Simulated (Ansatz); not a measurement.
Relaxed-ion elastic tensor of HfRh$_{3}$ (Cu3Au type, Pm-3m) in GPa (Voigt order), LDA in the plane-wave PAW code Ansatz; density 14.02 g/cm³, 14.43 Å³ per atom.

```tsv
	1	2	3	4	5	6
1	381	205	205	0.0	0.0	0.0
2	205	381	205	0.0	0.0	0.0
3	205	205	381	0.0	0.0	0.0
4	0.0	0.0	0.0	176	0.0	0.0
5	0.0	0.0	0.0	0.0	176	0.0
6	0.0	0.0	0.0	0.0	0.0	176
```

Task: Is the crystal mechanically stable?

Result: Yes: the smallest eigenvalue of C is 176 GPa.

Task: Work out the Voigt, Reuss and Hill averages.

Result: K_V = 264, K_R = 264, K_H = 264; G_V = 141, G_R = 126, G_H = 134 GPa.

Task: Give Young's modulus, Poisson's ratio, Pugh's ratio and the universal anisotropy index.

Result: E = 9KG/(3K + G) = 343 GPa; ν = 0.28; K/G = 1.97 (ductile by the Pugh limit of 1.75); A_U = 5G_V/G_R + K_V/K_R − 6 = 0.60.

Task: Estimate the sound speeds and the Debye temperature.

Result: v_l = √((K + 4G/3)/ρ) = 5610 m/s, v_t = √(G/ρ) = 3090 m/s, mean 3440 m/s; Θ = (h/k)(3n/4πV)^(1/3) v_m = 421 K.

Task: Give the Zener ratio and Young's modulus along [100], [110] and [111].

Result: A = 2C44/(C11 − C12) = 2.00; 1/E = S11 − 2(S11 − S12 − S44/2)Γ with Γ = 0, 1/4, 1/3 gives 238, 359, 432 GPa.

The workflow started from a Materials Project entry (that database holds measured and hypothetical structures alike); the Crystallography Open Database files this formula in space group No. 221, but the cells were not matched. Its standing as an ambient phase is unchecked. Symmetry was held in the LDA relaxation; of distortions, only those at the zone centre were tested. The run is not spin-polarised. As this level gives no gap, shear constants depend on the k-mesh and smearing (Fermi–Dirac, 0.1 eV here). Scalar-relativistic: spin–orbit coupling is off unless named, which matters more the heavier the elements.

Potentials: the later of the program's two PAW sets.
